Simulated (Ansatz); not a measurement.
A distorted cell of WSe2 (2H-MoS2 type, space group P6_3/mmc):

```xyz
6
Lattice="3.2791 0.0000 0.0000 -1.6395 2.8397 0.0000 0.0000 0.0000 12.7861" Properties=species:S:1:pos:R:3 pbc="T T T"
W      0.0000     1.8932     3.1965
W      1.6395     0.9466     9.5895
Se     0.0000     1.8932     7.9053
Se     1.6395     0.9466     1.5123
Se     2.2695     0.9466     5.1958
Se     0.0000     1.8932    11.2738
```

Computed with PBE-D3(BJ) (plane waves to 420 eV, PAW, scalar-relativistic; Ansatz, a quantum-chemistry and plane-wave program). k mesh 9×9×2 (Γ-centred), Fermi-Dirac smearing 0.05 eV. E stands for the smeared free energy. Compression counts positive. As the smearing reaches across the gap at some points, energies and forces of such displacements shift with the k mesh and the smearing. Spin-orbit coupling is left out, though W is heavy. WSe2 is run without spin polarisation. WSe2 was relaxed with its symmetry unable to fall.

### Question
Predict the force on every atom, in eV/Å.

### Answer
```tsv
atom	Fx	Fy	Fz
W1	1.863	0.296	0.903
W2	0.062	0.023	0.005
Se3	0.117	0.037	0.258
Se4	-0.038	0.232	0.308
Se5	-1.993	-0.582	-1.487
Se6	-0.011	-0.006	0.012
```

### Question
Give the stress tensor in GPa and the pressure.

### Answer
```
   -2.3      0.0     -4.0
    0.0     -1.5     -1.7
   -4.0     -1.7     -2.7
```
The pressure, a third of the trace, is -2.2 GPa.

### Question
In it atom 5 sits (0.630, 0.000, 0.315) Å away from its relaxed site. What is its energy relative to the relaxed cell?

### Answer
1361 meV/cell.

(For displaced atoms, the force is minus the slope of the energy, and its curvature is a force constant, which sets phonon frequencies.)
